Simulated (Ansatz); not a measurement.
A geometry of B away from equilibrium: step 5 of the relaxation of a relaxed B cell displaced along its unstable phonon at q = (½, ½, 0) of its primitive reciprocal cell (161i cm⁻¹), largest move 0.15 Å. Level of theory: PBE (plane waves to 420 eV, PAW, scalar-relativistic; Ansatz, an electronic-structure program). Γ-centred k-mesh 17×17×17 on the run's cell (coarser than for final values), Fermi–Dirac smearing 0.05 eV. The plane waves were selected for a different cell earlier on the path.

```xyz
2
Lattice="3.7962 0.0000 0.0000 1.8981 1.8981 0.0000 0.0000 0.0000 1.7704" Properties=species:S:1:pos:R:3 pbc="T T T"
B      0.0000     0.0000     0.1916
B      1.8981     0.0000    -0.1916
```

Question: What forces act on the atoms (eV/Å)?

Answer: 
| atom | Fx | Fy | Fz |
|---|---|---|---|
| B1 | 0.00 | 0.00 | 0.43 |
| B2 | 0.00 | 0.00 | -0.43 |

The path ends in I4/mmm (No. 139). No spin polarisation in the result. The relaxed primitive cell holds an odd number of electrons. A magnetic state may lie lower. No dispersion correction is included, so spacings between layers, chains or molecules are soft and tend to come out too large.

The run could not lose the symmetry of its start: the end is stationary, and may be a saddle point rather than a minimum.

The end of the path is a generated cell of B: the first start was made by placing the elements on the sites of a structure type, and the end was not matched to a known phase here, so it may be hypothetical.
